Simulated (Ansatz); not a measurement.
## Magnetic orders of CoGe3

Computed with DFT r2SCAN, scalar-relativistic, plane waves, PAW (Ansatz).

```yaml
crystal:
  lattice:
    - [3.99222, 0.00000, 0.00000]
    - [0.00000, 3.99222, 0.00000]
    - [0.00000, 0.00000, 3.99222]
  atoms:
    - { symbol: Ge, position: [0.00000, 0.50000, 0.50000] }
    - { symbol: Ge, position: [0.50000, 0.00000, 0.50000] }
    - { symbol: Ge, position: [0.50000, 0.50000, 0.00000] }
    - { symbol: Co, position: [0.00000, 0.00000, 0.00000] }
```

| Property | Result |
| --- | --- |
| plane-wave cutoff | 500 eV |
| Γ-centred k-mesh | 10×10×10 |
| occupation rule | Gaussian smearing, 0.1 eV |
| list of starting moments (μB, in atom order) | 0 0 0 3.5 |
| check for lower electronic states after the SCF | off |

All runs keep this geometry, which isn't relaxed for the lowest state (largest force there 0.000 eV/Å, pressure 0.8 GPa) and needn't be a stable compound; relaxing each order can shift differences of a few meV. A propagation vector, in units of the reciprocal vectors, doubles the cell, which takes an equally dense mesh. r2SCAN tends to overstate moments in metals, so a weak moment here may be absent in the real material. Site moments are spin moments in atom-centred spheres that scale with the neighbour distance. The states are those that the runs reached from these starts; a lower one can exist.

Question: Starts tried: no spin; large parallel starting moments; antiferromagnetic, doubled cell, propagation vector (0, 0, 1/2). Which state comes out lowest, and what are the moments?

Answer: The lowest state is antiferromagnetic, reached from the start “antiferromagnetic, doubled cell, propagation vector (0, 0, 1/2)”, with site moments (μB) Co +1.79, Co -1.79.

```tsv
start	ends	energy above lowest (meV/atom)	site moments (μB)	gap on mesh (eV)	P (GPa)
no spin	non-magnetic	92.2	none over 0.05	metal	-3.4
large parallel starting moments	ferromagnetic	20.4	Co +1.73	metal	1.1
antiferromagnetic, doubled cell, propagation vector (0, 0, 1/2)	antiferromagnetic	0.00	Co +1.79, Co -1.79	metal	0.8
```

Cost: 3 runs of about 4.5 core-minutes in all, on Arm Neoverse V2 (shared hosts).